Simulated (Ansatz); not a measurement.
Input, command and steps of an Ansatz relaxation.

```yaml
crystal:
  lattice:
    - [5.5972027596, 0.0, 0.0]
    - [0.0, 3.4043756783, 0.0]
    - [0.0, 0.0, 6.043429701]
  atoms:
    - { symbol: Ge, position: [0.8195273392, 0.75, 0.5770339743] }
    - { symbol: Ge, position: [0.1804726608, 0.25, 0.4229660257] }
    - { symbol: Ge, position: [0.6804726608, 0.25, 0.0770339743] }
    - { symbol: Ge, position: [0.3195273392, 0.75, 0.9229660257] }
    - { symbol: Pd, position: [0.9919973469, 0.75, 0.186854664] }
    - { symbol: Pd, position: [0.0080026531, 0.25, 0.813145336] }
    - { symbol: Pd, position: [0.5080026531, 0.25, 0.686854664] }
    - { symbol: Pd, position: [0.4919973469, 0.75, 0.313145336] }
basis:
  ecutwfc: 420
kpoints:
  mp_grid: { grid: [6, 10, 6] }
hamiltonian:
  xc: pbesol
scf:
  occupations: { method: gaussian, width: 0.1 }
output:
  forces: true
  stress: true
  eigenvalues: true
relax:
  adjacent_minimum: "off"
  f_tol: 0.01
  max_steps: 30
  cell: { stress_tol: 0.1, fix: [volume] }
```

```bash
ansatz run input.yaml --threads 2 --pin off --max-ram 5120MiB --backend cpu --events-out ev --progress --plain --runs-dir out
```

Level of theory: DFT PBEsol, scalar-relativistic, plane waves, PAW in Ansatz.

The volume is held at 0.91 times that of the relaxed cell.

Of 6 frames 5 are shown, positions in Å and forces in eV/Å; the SCF threshold varies from step to step. Steps run on the plane waves of an earlier cell, with a Pulay correction in the pressure. The basis is chosen afresh for the last frame, the zero of the energies, and at times for earlier ones too; energy and pressure can step there, also at an unchanged geometry. Where two frames share a geometry here, they differ by under 2 meV/atom and 0.3 GPa.

```xyz
8
Lattice="5.5972 0.0000 0.0000 0.0000 3.4044 0.0000 0.0000 0.0000 6.0434" Properties=species:S:1:pos:R:3:forces:R:3 pbc="T T T" step=1 free_energy_over_end_meV_per_atom=0.54 pressure_GPa=17.71
Ge    4.5871    2.5533    3.4873    0.0719    0.0000   -0.0153
Ge    1.0101    0.8511    2.5562   -0.0719    0.0000    0.0153
Ge    3.8087    0.8511    0.4655   -0.0719    0.0000   -0.0153
Ge    1.7885    2.5533    5.5779    0.0719    0.0000    0.0153
Pd    5.5524    2.5533    1.1292   -0.0589    0.0000   -0.0437
Pd    0.0448    0.8511    4.9142    0.0589    0.0000    0.0437
Pd    2.8434    0.8511    4.1510    0.0589    0.0000   -0.0437
Pd    2.7538    2.5533    1.8925   -0.0589    0.0000    0.0437
8
Lattice="5.6052 0.0000 0.0000 0.0000 3.3978 0.0000 0.0000 0.0000 6.0465" Properties=species:S:1:pos:R:3:forces:R:3 pbc="T T T" step=2 free_energy_over_end_meV_per_atom=0.13 pressure_GPa=17.46
Ge    4.6017    2.5484    3.4865    0.0152    0.0000   -0.0126
Ge    1.0035    0.8495    2.5600   -0.0152    0.0000    0.0126
Ge    3.8061    0.8495    0.4632   -0.0152    0.0000   -0.0126
Ge    1.7991    2.5484    5.5833    0.0152    0.0000    0.0126
Pd    5.5552    2.5484    1.1231   -0.0241    0.0000    0.0178
Pd    0.0500    0.8495    4.9234    0.0241    0.0000   -0.0178
Pd    2.8526    0.8495    4.1463    0.0241    0.0000    0.0178
Pd    2.7526    2.5484    1.9002   -0.0241    0.0000   -0.0178
8
Lattice="5.6078 0.0000 0.0000 0.0000 3.3905 0.0000 0.0000 0.0000 6.0567" Properties=species:S:1:pos:R:3:forces:R:3 pbc="T T T" step=3 free_energy_over_end_meV_per_atom=0.05 pressure_GPa=17.39
Ge    4.6057    2.5429    3.4885   -0.0126    0.0000   -0.0075
Ge    1.0021    0.8476    2.5682    0.0126    0.0000    0.0075
Ge    3.8060    0.8476    0.4601    0.0126    0.0000   -0.0075
Ge    1.8018    2.5429    5.5966   -0.0126    0.0000    0.0075
Pd    5.5555    2.5429    1.1257   -0.0045    0.0000   -0.0028
Pd    0.0523    0.8476    4.9310    0.0045    0.0000    0.0028
Pd    2.8562    0.8476    4.1541    0.0045    0.0000   -0.0028
Pd    2.7516    2.5429    1.9026   -0.0045    0.0000    0.0028
8
Lattice="5.6187 0.0000 0.0000 0.0000 3.3792 0.0000 0.0000 0.0000 6.0652" Properties=species:S:1:pos:R:3:forces:R:3 pbc="T T T" step=4 free_energy_over_end_meV_per_atom=0.01 pressure_GPa=17.39
Ge    4.6121    2.5344    3.4883    0.0014    0.0000    0.0048
Ge    1.0066    0.8448    2.5769   -0.0014    0.0000   -0.0048
Ge    3.8160    0.8448    0.4557   -0.0014    0.0000    0.0048
Ge    1.8027    2.5344    5.6095    0.0014    0.0000   -0.0048
Pd    5.5663    2.5344    1.1288    0.0003    0.0000   -0.0026
Pd    0.0524    0.8448    4.9364   -0.0003    0.0000    0.0026
Pd    2.8617    0.8448    4.1614   -0.0003    0.0000   -0.0026
Pd    2.7570    2.5344    1.9038    0.0003    0.0000    0.0026
8
Lattice="5.6242 0.0000 0.0000 0.0000 3.3725 0.0000 0.0000 0.0000 6.0713" Properties=species:S:1:pos:R:3:forces:R:3 pbc="T T T" step=6 free_energy_over_end_meV_per_atom=0.00 pressure_GPa=17.37
Ge    4.6161    2.5294    3.4900    0.0012    0.0000   -0.0004
Ge    1.0081    0.8431    2.5813   -0.0012    0.0000    0.0004
Ge    3.8202    0.8431    0.4543   -0.0012    0.0000   -0.0004
Ge    1.8040    2.5294    5.6169    0.0012    0.0000    0.0004
Pd    5.5721    2.5294    1.1301    0.0006    0.0000    0.0004
Pd    0.0521    0.8431    4.9412   -0.0006    0.0000   -0.0004
Pd    2.8642    0.8431    4.1657   -0.0006    0.0000    0.0004
Pd    2.7600    2.5294    1.9055    0.0006    0.0000   -0.0004
```

The run took 5 min on 2 threads of Intel(R) Xeon(R) Processor @ 2.50GHz (Skylake/Cascade Lake), on a shared host, peak memory 0.9 GiB.